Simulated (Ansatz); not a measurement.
C:
```
CELL_PARAMETERS angstrom
      4.58165     1.25788     0.00000
     -4.58165     1.25788     0.00000
     -0.50534     0.00000     4.10283
ATOMIC_POSITIONS crystal
  C  0.44271 0.55729 0.12031
  C  0.22880 0.77120 0.58542
  C  0.28569 0.71431 0.94060
  C  0.05814 0.94186 0.65370
  C  0.55729 0.44271 0.87969
  C  0.77120 0.22880 0.41458
  C  0.71431 0.28569 0.05940
  C  0.94186 0.05814 0.34630
```

Relaxed with r²SCAN. Independent-particle spectrum: no excitons, no local fields, no scissors shift; 0.1 eV broadening; ε₁ of the summed bands alone.

Problem. Tabulate the dielectric function from DFT-r²SCAN in the program Ansatz with PAW potentials.

Solution. 

```csv
E (eV),ε₁ xx,ε₂ xx,ε₁ yy,ε₂ yy,ε₁ zz,ε₂ zz
0.0,5.63,0.00,5.42,0.00,5.48,0.00
0.5,5.64,0.00,5.43,0.00,5.49,0.00
1.0,5.68,0.00,5.46,0.00,5.52,0.00
1.5,5.74,0.00,5.51,0.00,5.57,0.00
2.0,5.82,0.00,5.58,0.00,5.64,0.00
2.5,5.94,0.00,5.67,0.00,5.74,0.00
3.0,6.09,0.00,5.80,0.00,5.87,0.00
3.5,6.29,0.00,5.96,0.00,6.04,0.00
4.0,6.56,0.00,6.16,0.00,6.25,0.00
4.5,6.96,0.00,6.43,0.00,6.54,0.00
5.0,7.49,0.11,6.77,0.04,6.93,0.03
5.5,8.20,0.61,7.24,0.04,7.50,0.27
6.0,8.79,1.20,8.03,0.14,7.96,0.54
6.5,9.04,2.07,8.85,0.99,8.43,1.06
7.0,9.24,2.77,9.09,1.87,8.99,1.33
7.5,9.52,3.58,9.54,2.67,10.18,2.00
8.0,10.04,4.44,10.02,3.60,11.13,4.32
8.5,10.63,6.52,10.13,5.16,10.50,5.96
9.0,8.53,7.99,9.95,6.73,9.18,8.02
9.5,9.12,9.88,9.60,7.97,7.58,8.34
10.0,6.34,11.46,8.41,9.45,6.81,7.96
10.5,4.69,11.37,7.86,11.59,8.11,9.56
11.0,3.43,11.97,5.42,13.49,6.33,12.59
11.5,-0.32,12.61,1.32,13.31,2.24,12.62
12.0,-2.22,9.52,-0.07,11.27,1.39,10.86
```

Problem. From ε at 6.5 eV (xx: 9.04 + 2.07i), find n, k, the normal reflectivity and the absorption coefficient.

Solution. n = 3.03, k = 0.342, R = 26 %, α = 2kE/ħc = 230000 cm⁻¹.

With all bands, ε∞ without local fields is 5.83 (xx), 5.60 (yy), 5.65 (zz).

Space group C2/m. The start of the workflow was typed in or built on a structure type; the Crystallography Open Database copy checked does not list it. It is not the phase usual at ambient conditions (space group No. 194, 227). The r²SCAN relaxation kept the symmetry of its start; whether a distortion lowers the energy is not shown.

Potentials: the earlier of the program's two PAW sets.
